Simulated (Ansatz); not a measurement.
Relaxed-ion elastic tensor of Be$_{2}$C (fluorite or antifluorite type, space group No. 225) in GPa (Voigt order), PBEsol in the plane-wave PAW code Ansatz; density 2.49 g/cm³, 6.68 Å³ per atom.

```
 581  18.4  18.4   0.0   0.0   0.0
18.4   581  18.4   0.0   0.0   0.0
18.4  18.4   581   0.0   0.0   0.0
 0.0   0.0   0.0   211   0.0   0.0
 0.0   0.0   0.0   0.0   211   0.0
 0.0   0.0   0.0   0.0   0.0   211
```

Question: Is the crystal mechanically stable?

Answer: Yes: the smallest eigenvalue of C is 211 GPa.

Question: Work out the Voigt, Reuss and Hill averages.

Answer: K_V = 206, K_R = 206, K_H = 206; G_V = 239, G_R = 235, G_H = 237 GPa.

Question: Give Young's modulus, Poisson's ratio, Pugh's ratio and the universal anisotropy index.

Answer: E = 9KG/(3K + G) = 514 GPa; ν = 0.08; K/G = 0.87 (brittle by the Pugh limit of 1.75); A_U = 5G_V/G_R + K_V/K_R − 6 = 0.10.

Question: Estimate the sound speeds and the Debye temperature.

Answer: v_l = √((K + 4G/3)/ρ) = 14500 m/s, v_t = √(G/ρ) = 9750 m/s, mean 10600 m/s; Θ = (h/k)(3n/4πV)^(1/3) v_m = 1680 K.

Question: Give the Zener ratio and Young's modulus along [100], [110] and [111].

Answer: A = 2C44/(C11 − C12) = 0.75; 1/E = S11 − 2(S11 − S12 − S44/2)Γ with Γ = 0, 1/4, 1/3 gives 579, 495, 472 GPa.

Space group Fm-3m (fluorite or antifluorite type). The PBEsol relaxation kept the symmetry of its start.

Potentials: the later of the program's two PAW sets.
